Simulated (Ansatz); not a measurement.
C:
```
C
1.0
    2.30550     4.57124     0.00000
   -2.30550     4.57124     0.00000
   -1.55343     0.00000     3.24502
C
8
Cartesian
 -0.78673   7.35407   1.45543
 -0.76671   1.78841   1.78959
  0.01001   7.35407   0.16708
 -1.56344   1.78841   3.07794
 -2.46208   3.02944   2.85135
  0.90864   6.11305   0.39367
  0.13192   3.02944   2.01618
 -1.68536   6.11305   1.22884
```

Relaxed with PBEsol. Independent-particle spectrum: no excitons, no local fields, no scissors shift; 0.1 eV broadening; ε₁ of the summed bands alone.

Q: Tabulate the dielectric function from the program Ansatz at the PBEsol level (PAW).

A: 

```csv
E (eV),ε₁ xx,ε₂ xx,ε₁ yy,ε₂ yy,ε₁ zz,ε₂ zz
0.0,8.81,0.00,9.55,0.00,9.34,0.00
0.5,9.02,0.00,10.22,0.00,10.08,0.00
1.0,10.06,0.73,14.62,5.96,14.26,8.66
1.5,9.88,1.64,7.39,5.69,4.60,4.88
2.0,9.96,1.99,6.23,4.26,4.56,2.57
2.5,10.74,2.83,6.63,4.68,4.72,1.55
3.0,10.30,7.74,4.95,5.61,5.95,0.84
3.5,5.75,8.04,3.60,5.25,6.31,1.39
4.0,6.67,8.95,3.42,5.15,7.33,2.29
4.5,3.05,7.28,3.20,5.11,7.43,2.48
5.0,2.35,5.19,0.76,3.14,7.49,3.67
5.5,3.20,4.76,2.54,1.92,6.53,5.37
6.0,3.36,4.26,2.67,2.69,6.04,4.82
6.5,2.88,4.52,2.88,2.21,5.65,4.74
7.0,3.39,3.79,3.39,2.23,5.53,5.78
7.5,3.90,5.08,3.83,2.44,5.71,5.47
8.0,2.85,3.86,4.82,3.53,3.66,9.02
8.5,3.87,3.98,2.39,5.01,1.60,6.03
9.0,4.36,4.74,1.64,3.24,3.89,4.31
9.5,4.65,6.16,2.25,2.56,2.93,7.17
10.0,2.56,11.43,3.23,2.80,1.58,7.41
10.5,-0.32,7.43,3.72,3.62,0.24,6.99
11.0,-0.94,6.25,3.21,4.98,0.10,6.51
11.5,-0.90,5.46,1.88,5.83,0.17,6.65
12.0,-2.05,5.42,0.26,5.06,-1.93,5.68
```

Q: From ε at 2.0 eV (xx: 9.96 + 1.99i), find n, k, the normal reflectivity and the absorption coefficient.

A: n = 3.17, k = 0.314, R = 27 %, α = 2kE/ħc = 64000 cm⁻¹.

With all bands, ε∞ without local fields is 8.93 (xx), 9.75 (yy), 9.48 (zz). DFPT, with local fields, gives 8.02 (xx), 6.02 (yy), 8.51 (zz).

Space group C2/c. The start of the workflow was typed in or built on a structure type; neither database checked (COD, Materials Project) lists it. It is not the phase usual at ambient conditions (space group No. 194, 227). The PBEsol relaxation kept the symmetry of its start. At this level the phase is mechanically unstable. The volume moved by 100 % from the start of the relaxation.

Potentials: the later of the program's two PAW sets.
